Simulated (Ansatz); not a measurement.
The elements of this relaxed trial crystal are hidden behind letters.

```
lattice vectors (Å)
   4.0552    0.0000    0.0000
   0.0000    8.1095    0.0000
   0.0000    0.0000    5.7295
fractional positions
X 0.0000 0.0000 0.0003
X 0.5000 0.2497 0.5000
X 0.5000 0.7503 0.5000
Z 0.0000 0.5000 0.9998
Q 0.0000 0.7508 0.7491
Q 0.5000 0.0000 0.2499
Q 0.0000 0.2492 0.7491
Q 0.5000 0.5000 0.2516
```

Method: DFT PBE, scalar-relativistic, plane waves, PAW in Ansatz. The final run on the 8-atom cell used 420 eV, a Γ-centred 8×4×6 mesh, 0.02 eV smearing and no spin polarisation.

```
Space group                              : Pmm2 (No. 25)
Conventional cell                        : a = 4.055 Å, b = 8.110 Å, c = 5.729 Å
Volume per atom                          : 23.55 Å³
Density                                  : 3.97 g/cm³
Formation energy                         : −0.451 eV/atom
Gap on the 8×4×6 mesh of the 8-atom cell : 1.30 eV
```

Energies are uncorrected and count from the elements' standard states at the same level.

**Question.** X is a p-block element of period 3, Z is a p-block element of period 4 and Q is a p-block element of period 4. Which elements are they?

**Answer.** X = Al, Z = Ga, Q = As, so the formula is Al3GaAs4. Density times volume gives a mean mass of 3.97 × 23.55/1.6605 = 56.3 u per atom, and this set has 56.3 u. Al on a site of symmetry mm2 has 4 As at 2.48 Å; around Ga lie 4 As at 2.49 Å; As on a site of symmetry m has 3 Al at 2.48 Å and 1 Ga at 2.49 Å; 3 more sites not described. Other sets within the hints have nearly the same mass, so mass alone doesn't settle it; this one was computed.

Kohn–Sham gaps at this level usually fall short of measured ones. A later test with randomly moved atoms came back to the same energy, though modes that don't fit the test's cell weren't probed.
